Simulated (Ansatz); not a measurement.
## Calculated coordination and 209Bi quadrupole coupling for Bi2S3

Cell: a COD entry whose atoms were relaxed with PBE, the cell held.

Space group Pnma (No. 62); a = 11.3450, b = 3.9940, c = 11.1930 Å.

```
site  Wyckoff  site symmetry       x       y       z
 Bi1       4c            .m.  0.4866  0.2500  0.3251
 Bi5       4c            .m.  0.3388  0.7500  0.0320
  S9       4c            .m.  0.2845  0.2500  0.1922
 S13       4c            .m.  0.5498  0.7500  0.1292
 S17       4c            .m.  0.3780  0.7500  0.4438
```

One atom of each set is listed.

The numbers come from a DFT calculation in Ansatz (PBE, plane waves and PAW, scalar-relativistic, 420 eV cutoff, Γ-centred 3×7×3 k-points, Fermi–Dirac smearing 0.02 eV).

Q(209Bi) = -516.0 mb.

Question: Order the Bi environments from the weakest to the strongest quadrupole coupling.
A. Bi1: 7 S at 2.70–3.38 Å
B. Bi5: 7 S at 2.63–3.32 Å

Answer: A (95.6 MHz, η = 0.99), B (244 MHz, η = 0.08).

Like point charges on the first shell alone (each adding as 1/d³) would give the same order.

Spin–orbit coupling is left out, which shifts gradients on Bi by a few per cent, and by more where contributions nearly cancel. Newer work puts Q(²⁰⁹Bi) near −420 mb, which would lower these couplings by about a fifth.
